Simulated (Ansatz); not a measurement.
IrRh$_{3}$:
```
IrRh3
1.0
   -1.90418     1.90418     3.81139
    1.90418    -1.90418     3.81139
    1.90418     1.90418    -3.81139
Ir Rh
1 3
Direct
  0.00000   0.00000   0.00000
  0.75000   0.25000   0.50000
  0.25000   0.75000   0.50000
  0.50000   0.50000   0.00000
```

Relaxed with r²SCAN. Special points in fractions of this cell's reciprocal vectors: Γ (0.000, 0.000, 0.000); X (0.000, 0.000, 0.500); P (0.250, 0.250, 0.250); N (0.000, 0.500, 0.000); M (0.500, 0.500, -0.500); S (0.312, 0.688, -0.312); S0 (-0.312, 0.312, 0.312); R (-0.125, 0.125, 0.500); G (0.500, 0.500, -0.125).

### Question
List the band energies nearest the Fermi level at these points for DFT-r²SCAN in the program Ansatz with PAW potentials.

### Answer
In eV from the Fermi level; about four levels below and three above (degenerate sets whole), none deeper than 8.9 eV; points with the same levels are listed once.

| k | below | above |
|---|---|---|
| Γ | -1.46 -1.33 -1.12 -1.09 | 0.62 0.91 1.19 1.19 |
| X | -2.15 -2.09 -1.27 -1.03 | 0.46 0.55 0.61 |
| P | -2.07 -2.07 -2.06 -0.22 | 0.04 0.05 0.05 |
| N | -1.50 -1.47 -1.45 -1.35 | 0.01 0.38 0.68 |
| M | -1.47 -1.47 -0.47 -0.17 | 0.52 0.74 0.91 |
| S | -1.32 -1.00 -0.71 -0.69 | 0.02 1.20 1.85 |
| R | -1.34 -1.26 -0.80 -0.59 | 0.56 0.64 1.11 |

Space group I4/mmm. The first step of the workflow began from a Materials Project structure, measured or hypothetical; the Crystallography Open Database copy checked does not list it. With Ir and Rh taken as one species the cell has the higher symmetry Fm-3m, so it may be an ordered model of a mixed-site phase. Whether it is the stable phase at ambient conditions was not checked. The cell was relaxed with r²SCAN under the symmetry of its start; its stability against distortions is not shown here. No spin polarisation was allowed. Scalar-relativistic: spin–orbit coupling is off unless named, which matters more the heavier the elements.

Potentials: the later of the program's two PAW sets.
